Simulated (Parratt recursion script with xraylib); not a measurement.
**X-ray reflectivity, Kiessig fringes on Si: a table of runs and one to predict**

Calculation: specular X-ray reflectivity, Parratt recursion, Névot-Croce roughness, xraylib tables; Parratt recursion script with xraylib 4.3.0.

Photon energy 8.048 keV (λ = 1.5406 Å), s polarisation. The grazing angle θ is scanned from 0.05° to 2.5° in 900 evenly spaced points, and the curve is smoothed with a Gaussian of 0.004° full width. A minimum is a scan point below both neighbours, placed by a parabola through ln R at the three points.

Each run is one film on Si (density 2.313 g/cm³, δ = 7.525 × 10⁻⁶, rms roughness 2.4 Å) under vacuum. The film surface has an rms roughness of 1.6 Å in all runs. The refractive index is n = 1 − δ + iβ. The table lists all minima between 0.65 and 1.55°.

```
run  film  thickness d (Å)  density (g/cm³)  δ (10⁻⁶)  β (10⁻⁶)             minima at θ (°)
---  ----  ---------------  ---------------  --------  --------  --------------------------
A      Mo              200           10.026     28.10     1.893  0.791, 0.983, 1.185, 1.393
B      Mo              250           10.026     28.10     1.893                           ?
```

Densities are inputs, not measurements. They were set from computed cells of the Materials Project: Mo from entry mp-129 (Im-3m, 10.026 g/cm³); Si from entry mp-149 (Fd-3m, 2.313 g/cm³). A layer's crystal structure does not enter its constants, only its composition and density.

Q: How many minima does run B have between 0.65 and 1.55°, and where?

A: Inside a film the fringe order is m = (2d/λ)(sin²θ − 2δ)^½, with the film's own δ. Where the film's δ lies above the substrate's, its two faces reflect with opposite signs, and minima are expected at whole m.

- Run A, δ above the substrate's: the minima give m = 3.01, 4.01, 5.00, 6.00.

In run B the film's δ lies above the substrate's, so take whole m. The window runs from m = 2.76 to 8.43 and holds m = 3, 4, 5, 6, 7, 8. Then sin²θ = 2δ + (mλ/2d)² gives θ = 0.682, 0.827, 0.982, 1.143, 1.308, 1.476°.

The run has 6 minima, at 0.683, 0.828, 0.983, 1.144, 1.309, 1.477°. The largest distance from one of them to an estimated minimum is 0.001°, against a mean spacing of 0.159°.
